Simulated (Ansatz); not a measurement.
Data:

AlNi (CsCl type)

```
AlNi
1.0
    2.89266     0.00000     0.00000
    0.00000     2.89266     0.00000
    0.00000     0.00000     2.89266
Al Ni
1 1
Cartesian
  0.00000   0.00000   0.00000
  1.44633   1.44633   1.44633
```

In this cell atom 2 (Ni, nearest neighbour Al at 2.505 Å; its periodic images, 2.9 Å or more away, move with it) is moved by s along Cartesian x, unit vector (1.000, 0.000, 0.000); all other atoms and the cell stay fixed.

The numbers are results of PBE (plane waves to 420 eV, PAW, scalar-relativistic; Ansatz, a first-principles code), not measurements. k mesh 13×13×13 (Γ-centred), Fermi-Dirac smearing 0.05 eV. Energies are smeared free energies. With partly filled bands, energies and forces of such displacements shift with the k mesh and the smearing. AlNi is run without spin polarisation. AlNi was relaxed with its symmetry unable to fall. The PAW data are Ansatz's earlier set. The zero of ΔE is the undisplaced structure.

The scan covers s from -0.500 to 0.500 Å in 11 points.

Is the energy the same for equal positive and negative displacements?

Even: the same for both signs. With its periodic images moving along, the atom's site symmetry in this cell is m-3m.

What is the force constant k = d²E/ds² of this move at s = 0?

5.65 eV/Å².

(A displaced cell: forces are minus the slopes of the energy, force constants its curvatures, and phonons follow from these.)
